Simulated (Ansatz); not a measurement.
The relaxed structure here is a generated cell of AlRu: the first start was made by placing the elements on the sites of a structure type, and the end was not matched to a known phase here, so it may be hypothetical.

A relaxed cell of AlRu (R-3m (No. 166)), relaxed on a k-mesh at least as fine as the one used below. Level of theory: PBEsol (plane waves to 420 eV, PAW, scalar-relativistic; Ansatz, a program for electronic structure). Γ-centred k-mesh 13×13×13 on the run's cell (coarser than for final values), Fermi–Dirac smearing 0.05 eV.

```xyz
4
Lattice="2.8396 1.6394 7.8905 0.0000 1.6394 7.8905 0.0000 -1.6394 3.9453" Properties=species:S:1:pos:R:3 pbc="T T T"
Al     0.0000     0.0000     0.0000
Al     1.4198     2.4592    11.8358
Ru     2.8396     1.6394    13.8085
Ru     1.4198     0.8197     9.8632
```

The atoms are displaced along an unstable phonon of this cell by (Å):

| atom | ux | uy | uz |
|---|---|---|---|
| Al1 | 0.000 | 0.052 | 0.115 |
| Al2 | 0.000 | -0.052 | -0.115 |
| Ru3 | 0.000 | 0.149 | -0.017 |
| Ru4 | 0.000 | -0.149 | 0.017 |

**Question.** What forces (eV/Å) and pressure result?

**Answer.** 
```csv
atom,Fx,Fy,Fz
Al1,0.00,-0.14,0.06
Al2,0.00,0.14,-0.06
Ru3,0.00,-0.71,-0.16
Ru4,0.00,0.71,0.16
```

Pressure +3.0 GPa.

No spin polarisation in the result.

The run that gave the undisplaced cell could not lose the symmetry of its start, so the end can be a saddle point.
